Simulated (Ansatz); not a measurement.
SiGe3:
```
SiGe3
1.0
   -1.97215     1.97215     4.54202
    1.97215    -1.97215     4.54202
    1.97215     1.97215    -4.54202
Si Ge
1 3
Cartesian
  0.00000   0.00000   0.00000
  0.00000   1.97215   2.27101
  1.97215   0.00000   2.27101
  0.00000   0.00000   4.54202
```

Relaxed with PBE+D3(BJ). Special points in fractions of this cell's reciprocal vectors: Γ (0.000, 0.000, 0.000); X (0.000, 0.000, 0.500); P (0.250, 0.250, 0.250); N (0.000, 0.500, 0.000); M (0.500, 0.500, -0.500); S (0.297, 0.703, -0.297); S0 (-0.297, 0.297, 0.297); R (-0.094, 0.094, 0.500); G (0.500, 0.500, -0.094).

Problem. List the band energies nearest the Fermi level at these points for the program Ansatz at the PBE+D3(BJ) level (PAW).

Solution. In eV from the Fermi level; about four levels below and three above (degenerate sets whole), none deeper than 8.9 eV; points with the same levels are listed once.

```csv
k,below,above
Γ,-2.27 -2.27 -2.18 -2.18,0.04 0.25 4.36 4.36
X,-2.05 -1.90 -0.73 -0.59,5.38 5.51 8.39
P,-4.42 -4.42 -4.42 -4.19,2.42 2.44 2.44
N,-1.42 -1.24 -1.15 -1.04,1.02 1.22 2.18
M,-4.57 -4.02 -4.02 -3.99,1.45 1.45 2.18
S,-4.72 -2.37 -2.06 -0.75,0.96 1.11 1.16
R,-1.92 -1.76 -0.56 -0.43,4.93 5.06 6.52
```

Space group I4/mmm. The workflow started from a Materials Project entry (that database holds measured and hypothetical structures alike); the Crystallography Open Database copy checked does not list it. Whether it is the stable phase at ambient conditions was not checked. The PBE+D3(BJ) relaxation kept the symmetry of its start; whether a distortion lowers the energy is not shown. Its formation energy is positive at this level, so the cell may be metastable or incomplete. Scalar-relativistic: spin–orbit coupling is off unless named, which matters more the heavier the elements.

Potentials: the later of the program's two PAW sets.
